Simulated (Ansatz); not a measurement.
CuI:
Space group F-43m (No. 216); a = b = c = 6.0793 Å, α = β = γ = 90.00°

| atom | site | symmetry | x | y | z |
|---|---|---|---|---|---|
| I | 4c | -43m | 0.2500 | 0.2500 | 0.2500 |
| Cu | 4a | -43m | 0.0000 | 0.0000 | 0.0000 |
(The calculation used a cell of 2 atoms; values per cell refer to that cell.)

Relaxed with PBE.

Q: Which orbitals make up the states near the band edges in the program Ansatz at the PBE level (PAW)?

A: Top 1 eV of the valence band: Cu 3d 65 %, I 5p 32 %. Bottom 1 eV of the conduction band: Cu 4s 65 %, I 5s 16 %, I 5p 14 %. Projections are on Löwdin-orthogonalised atomic valence shells; empty p or d shells of many metals are not among them.

Q: Tabulate the density of states.

A: States/eV per cell of 2 atoms, in 0.25 eV bins, energy from the valence-band maximum.

| E (eV) | total | Cu 3d | I 5p | Cu 4s |
|---|---|---|---|---|
| -7.85 | 0.00 | 0.00 | 0.00 | 0.00 |
| -7.60 | 0.00 | 0.00 | 0.00 | 0.00 |
| -7.35 | 0.00 | 0.00 | 0.00 | 0.00 |
| -7.10 | 0.00 | 0.00 | 0.00 | 0.00 |
| -6.85 | 0.00 | 0.00 | 0.00 | 0.00 |
| -6.60 | 0.00 | 0.00 | 0.00 | 0.00 |
| -6.35 | 0.00 | 0.00 | 0.00 | 0.00 |
| -6.10 | 0.00 | 0.00 | 0.00 | 0.00 |
| -5.85 | 0.00 | 0.00 | 0.00 | 0.00 |
| -5.60 | 0.12 | 0.00 | 0.09 | 0.03 |
| -5.35 | 2.69 | 0.09 | 1.97 | 0.60 |
| -5.10 | 3.34 | 0.15 | 2.38 | 0.75 |
| -4.85 | 0.79 | 0.09 | 0.55 | 0.13 |
| -4.60 | 0.50 | 0.08 | 0.34 | 0.06 |
| -4.35 | 2.06 | 0.31 | 1.65 | 0.07 |
| -4.10 | 2.24 | 0.41 | 1.73 | 0.07 |
| -3.85 | 3.76 | 0.85 | 2.82 | 0.04 |
| -3.60 | 8.50 | 2.75 | 5.66 | 0.01 |
| -3.35 | 0.00 | 0.00 | 0.00 | 0.00 |
| -3.10 | 0.00 | 0.00 | 0.00 | 0.00 |
| -2.85 | 0.00 | 0.00 | 0.00 | 0.00 |
| -2.60 | 0.00 | 0.00 | 0.00 | 0.00 |
| -2.35 | 0.00 | 0.00 | 0.00 | 0.00 |
| -2.10 | 0.00 | 0.00 | 0.00 | 0.00 |
| -1.85 | 16.27 | 16.04 | 0.07 | 0.05 |
| -1.60 | 6.78 | 6.31 | 0.24 | 0.07 |
| -1.35 | 4.99 | 4.22 | 0.60 | 0.05 |
| -1.10 | 4.78 | 3.64 | 0.99 | 0.04 |
| -0.85 | 3.66 | 2.48 | 1.06 | 0.03 |
| -0.60 | 2.12 | 1.32 | 0.74 | 0.02 |
| -0.35 | 1.06 | 0.61 | 0.42 | 0.01 |
| -0.10 | 0.34 | 0.19 | 0.15 | 0.00 |
| 0.15 | 0.00 | 0.00 | 0.00 | 0.00 |
| 0.40 | 0.00 | 0.00 | 0.00 | 0.00 |
| 0.65 | 0.00 | 0.00 | 0.00 | 0.00 |
| 0.90 | 0.00 | 0.00 | 0.00 | 0.00 |
| 1.15 | 0.00 | 0.00 | 0.00 | 0.00 |
| 1.40 | 0.01 | 0.00 | 0.00 | 0.01 |
| 1.65 | 0.04 | 0.00 | 0.01 | 0.03 |
| 1.90 | 0.07 | 0.00 | 0.01 | 0.04 |
| 2.15 | 0.17 | 0.00 | 0.03 | 0.10 |
| 2.40 | 0.58 | 0.01 | 0.10 | 0.34 |
| 2.65 | 0.68 | 0.01 | 0.13 | 0.38 |
| 2.90 | 1.16 | 0.02 | 0.19 | 0.48 |
| 3.15 | 2.36 | 0.04 | 0.39 | 0.88 |
| 3.40 | 2.03 | 0.03 | 0.35 | 0.79 |
| 3.65 | 1.22 | 0.02 | 0.20 | 0.44 |
| 3.90 | 1.06 | 0.01 | 0.15 | 0.31 |
| 4.15 | 0.79 | 0.01 | 0.08 | 0.15 |
| 4.40 | 0.88 | 0.01 | 0.06 | 0.11 |
| 4.65 | 1.77 | 0.01 | 0.11 | 0.19 |
| 4.90 | 1.98 | 0.01 | 0.10 | 0.16 |
| 5.15 | 1.27 | 0.01 | 0.05 | 0.07 |
| 5.40 | 0.95 | 0.00 | 0.02 | 0.01 |
| 5.65 | 2.37 | 0.01 | 0.05 | 0.05 |
| 5.90 | 2.23 | 0.01 | 0.05 | 0.06 |

The PBE relaxation kept the symmetry of its start. No spin polarisation was allowed. Spin–orbit coupling is left out wherever it is not named.

Potentials: the later of the program's two PAW sets.
